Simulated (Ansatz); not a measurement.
This cell of Pd (fcc, Cu type) is off equilibrium:

```xyz
2
Lattice="0.0000 3.9428 3.9428 1.9714 0.0000 1.9714 1.9714 1.9714 0.0000" Properties=species:S:1:pos:R:3 pbc="T T T"
Pd     0.0481    -0.0481    -0.0481
Pd    -0.0481     2.0195     2.0195
```

Calculation: PBE (plane waves to 420 eV, PAW, scalar-relativistic; Ansatz, a first-principles code). k mesh 10×20×20 (Γ-centred), Fermi-Dirac smearing 0.05 eV. Compression counts positive. With partly filled bands, energies and forces of such displacements shift with the k mesh and the smearing. Pd is run without spin polarisation. Pd was relaxed with its symmetry unable to fall.

Predict the force on every atom, in eV/Å.


```tsv
atom	Fx	Fy	Fz
Pd1	-0.906	0.906	0.906
Pd2	0.906	-0.906	-0.906
```

What is the stress tensor (GPa)?


```
    3.0     -0.5     -0.5
   -0.5      3.0      0.5
   -0.5      0.5      3.0
```
The pressure, a third of the trace, is 3.0 GPa.

(For displaced atoms, the force is minus the slope of the energy, and its curvature is a force constant, which sets phonon frequencies.)
